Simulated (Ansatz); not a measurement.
## SnSe: moving Se off its site

SnSe, Fm-3m, a = 5.893 Å. This isn't the usual stable structure of the compound. Ansatz: LDA, PAW, 420 eV, Γ-centred 8×8×8 mesh on 2 atoms, Gaussian smearing 0.05 eV; no spin polarisation.

```
Sn Se
1.0
     0.00000    2.94665    2.94665
     2.94665    0.00000    2.94665
     2.94665    2.94665    0.00000
Sn Se
1 1
Direct
  0.00000 0.00000 0.00000
  0.50000 0.50000 0.50000
```

Atom 2 (Se) moves by x along the unit vector (0.000, 0.000, -1.000), with its periodic images; all else is held. y is the free energy of the cell over the start, F the force along the path summed over the moved atoms. Symmetry makes y even in x.

| x (Å) | y (meV) | F (eV/Å) |
| --- | --- | --- |
| -0.3000 | 50.83 | 0.55 |
| -0.1500 | 6.55 | 0.12 |
| 0.0000 | 0.00 | 0.00 |
| 0.0375 | 0.28 | -0.02 |
| 0.0750 | 1.22 | -0.04 |
| 0.1125 | 3.15 | -0.07 |
| 0.1875 | 12.13 | -0.18 |
| 0.2250 | ? | ? |
| 0.2625 | 33.23 | -0.40 |

Fit y = c2 x² + c4 x⁴ to the energies of the other rows, give the force constant, and predict energy and force of the missing row.

Least squares on the rows shown. y = 203.28 x² + 4024.5 x⁴. The force constant is 2 c2 = 0.407 eV/Å² (for all images moving together, not for a lone atom). With two atoms in a cubic cell this is the optical mode at Γ without the LO field: ω = 521.5 √(2 c2/μ) = 48 cm⁻¹ for μ = 47.42 u. The force −dy/dx at the missing row is -0.27 eV/Å (computed -0.28). With a term in x⁶ added, the coefficient of x² becomes 193.9, 5 % less, which shows how far this figure hangs on the form. At x = 0.2250 the fit asked for gives 20.61 meV. The run gave 20.69 meV, so the fit is 0.08 meV too low, within twice the rms miss on the fitted rows (0.06 meV).